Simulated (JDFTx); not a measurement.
System: silylphosphine, SiPH5 (SMILES [SiH3]P), charge 0, multiplicity 1; geometry: optimised with GFN2-xTB in vacuum (no frequencies checked; largest PBE force component 1.5 eV/Å). Coordinates in Å:
```xyz
7

Si    -0.964    -0.011    -0.398
P      1.171    -0.011    -1.059
H     -1.585    -1.203    -0.971
H     -1.578     1.203    -0.929
H     -1.115    -0.037     1.059
H      1.585    -1.007    -0.194
H      1.578     0.988    -0.195
```

Computed with JDFTx (a modified build): PBE, GBRV ultrasoft potentials, plane waves to 20/100 Ha. Liquid: CANDLE, water, 1 M NaF. The liquid run sits in a periodic box with 3.75 Å from the outermost atoms to the faces; the vacuum run is isolated. The box matters at about 0.01 eV. The solvation energy is E(in liquid) − E(vacuum) at fixed geometry, with no thermal, conformational or standard-state terms added.

The values are those of the intact species: the continuum can't coordinate to it or react with it.

solvation energy: 8.2 kJ/mol
part: cavitation term of the fluid: 48 kJ/mol
part: dispersion term of the fluid: -33 kJ/mol
part: electrostatic term of the fluid: -7.8 kJ/mol
part: distortion of the solute's electrons: 1.4 kJ/mol
dipole moment in vacuum: 0.64 D
dipole moment in the liquid: 1.03 D
highest occupied level in vacuum (zero: vacuum level): -6.45 eV
highest occupied level in the liquid (zero: bulk electrolyte): -6.24 eV
volume of the model's cavity: 231.5 Å³
rough cost, vacuum and liquid run: 2 min and 80 s of core time
